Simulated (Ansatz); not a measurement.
Relaxed-ion elastic tensor of ZrRh$_{3}$ (Cu3Au type, Pm-3m) in GPa (Voigt order), LDA (plane waves, PAW; program Ansatz); density 11.40 g/cm³, 14.56 Å³ per atom.

```json
[
 {"": "1", "1": "374", "2": "195", "3": "195", "4": "0.0", "5": "0.0", "6": "0.0"},
 {"": "2", "1": "195", "2": "374", "3": "195", "4": "0.0", "5": "0.0", "6": "0.0"},
 {"": "3", "1": "195", "2": "195", "3": "374", "4": "0.0", "5": "0.0", "6": "0.0"},
 {"": "4", "1": "0.0", "2": "0.0", "3": "0.0", "4": "168", "5": "0.0", "6": "0.0"},
 {"": "5", "1": "0.0", "2": "0.0", "3": "0.0", "4": "0.0", "5": "168", "6": "0.0"},
 {"": "6", "1": "0.0", "2": "0.0", "3": "0.0", "4": "0.0", "5": "0.0", "6": "168"}
]
```

Q: Is the crystal mechanically stable?

A: Yes: the smallest eigenvalue of C is 168 GPa.

Q: Work out the Voigt, Reuss and Hill averages.

A: K_V = 255, K_R = 255, K_H = 255; G_V = 136, G_R = 124, G_H = 130 GPa.

Q: Give Young's modulus, Poisson's ratio, Pugh's ratio and the universal anisotropy index.

A: E = 9KG/(3K + G) = 334 GPa; ν = 0.28; K/G = 1.96 (ductile by the Pugh limit of 1.75); A_U = 5G_V/G_R + K_V/K_R − 6 = 0.49.

Q: Estimate the sound speeds and the Debye temperature.

A: v_l = √((K + 4G/3)/ρ) = 6130 m/s, v_t = √(G/ρ) = 3380 m/s, mean 3760 m/s; Θ = (h/k)(3n/4πV)^(1/3) v_m = 459 K.

Q: Give the Zener ratio and Young's modulus along [100], [110] and [111].

A: A = 2C44/(C11 − C12) = 1.88; 1/E = S11 − 2(S11 − S12 − S44/2)Γ with Γ = 0, 1/4, 1/3 gives 240, 349, 412 GPa.

The workflow started from a Materials Project entry (that database holds measured and hypothetical structures alike); the Crystallography Open Database files this formula in space group No. 221, but the cells were not matched. Whether it is the stable phase at ambient conditions was not checked. Symmetry was held in the LDA relaxation; of distortions, only those at the zone centre were tested. The run is not spin-polarised. As this level gives no gap, shear constants depend on the k-mesh and smearing (Fermi–Dirac, 0.1 eV here).

Potentials: the later of the program's two PAW sets.
